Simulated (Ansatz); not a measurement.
BaInHO$_{2}$:
```
CELL_PARAMETERS angstrom
      4.28398     0.00000     0.00000
      0.00000     4.28398     0.00000
      0.00000     0.00000     3.88065
ATOMIC_POSITIONS crystal
  Ba 0.50000 0.50000 0.50000
  In 0.00000 0.00000 0.00000
  O  0.50000 0.00000 0.00000
  O  0.00000 0.50000 0.00000
  H  0.00000 0.00000 0.50000
```

Relaxed with PBEsol.

Problem. Which orbitals make up the states near the band edges in plane-wave PAW PBEsol (Ansatz code)?

Solution. Top 1 eV of the valence band: O 2p 82 %, H 1s 11 %. Bottom 1 eV of the conduction band: In 5s 65 %, O 2s 13 %, O 2p 11 %. Projections are on Löwdin-orthogonalised atomic valence shells; empty p or d shells of many metals are not among them.

Problem. Tabulate the density of states.

Solution. States/eV per cell of 5 atoms, in 0.25 eV bins, energy from the valence-band maximum.

```
E (eV)  total  O 2p  In 5p  In 5s
------  -----  ----  -----  -----
-7.85    0.00  0.00   0.00   0.00
-7.60    0.05  0.02   0.00   0.02
-7.35    0.18  0.06   0.00   0.07
-7.10    0.27  0.10   0.01   0.10
-6.85    0.34  0.12   0.02   0.13
-6.60    0.42  0.15   0.02   0.15
-6.35    0.51  0.19   0.03   0.18
-6.10    0.64  0.25   0.03   0.21
-5.85    0.71  0.27   0.04   0.22
-5.60    0.83  0.31   0.05   0.24
-5.35    0.97  0.34   0.06   0.27
-5.10    0.99  0.33   0.10   0.23
-4.85    1.31  0.36   0.23   0.20
-4.60    0.59  0.17   0.09   0.10
-4.35    0.23  0.07   0.03   0.04
-4.10    0.67  0.20   0.19   0.04
-3.85    1.14  0.48   0.29   0.06
-3.60    1.53  0.84   0.36   0.04
-3.35    1.99  1.26   0.43   0.03
-3.10    1.60  1.00   0.31   0.03
-2.85    1.35  0.84   0.24   0.03
-2.60    1.43  0.93   0.21   0.03
-2.35    2.13  1.54   0.20   0.02
-2.10    1.62  1.26   0.13   0.01
-1.85    3.41  2.86   0.14   0.01
-1.60    5.58  4.81   0.19   0.02
-1.35    6.26  5.57   0.10   0.05
-1.10    5.91  5.24   0.10   0.03
-0.85    6.24  5.29   0.08   0.03
-0.60    4.53  3.69   0.07   0.01
-0.35    1.98  1.54   0.03   0.00
-0.10    0.58  0.37   0.01   0.00
0.15     0.00  0.00   0.00   0.00
0.40     0.00  0.00   0.00   0.00
0.65     0.00  0.00   0.00   0.00
0.90     0.01  0.00   0.00   0.00
1.15     0.03  0.00   0.00   0.02
1.40     0.05  0.01   0.00   0.04
1.65     0.08  0.01   0.00   0.05
1.90     0.10  0.02   0.01   0.06
2.15     0.14  0.02   0.01   0.07
2.40     0.17  0.03   0.02   0.09
2.65     0.21  0.04   0.02   0.10
2.90     0.27  0.05   0.04   0.12
3.15     0.36  0.07   0.06   0.15
3.40     0.58  0.08   0.11   0.17
3.65     0.96  0.11   0.21   0.21
3.90     1.69  0.17   0.39   0.26
4.15     1.66  0.23   0.33   0.29
4.40     0.81  0.12   0.21   0.14
4.65     1.07  0.11   0.30   0.12
4.90     2.88  0.25   0.66   0.19
5.15     2.55  0.20   0.44   0.15
5.40     3.00  0.21   0.60   0.15
```

Space group P4/mmm. The start of the workflow was typed in or built on a structure type; neither database checked (COD, Materials Project) lists it. Whether it is the stable phase at ambient conditions was not checked. Symmetry was held in the PBEsol relaxation. At this level the phase is dynamically unstable (imaginary phonons). Spin–orbit coupling is left out wherever it is not named.

Potentials: the earlier of the program's two PAW sets. The files were generated under PBE; for other functionals the program regenerates the frozen cores, and for LDA and PBEsol the local potential too.
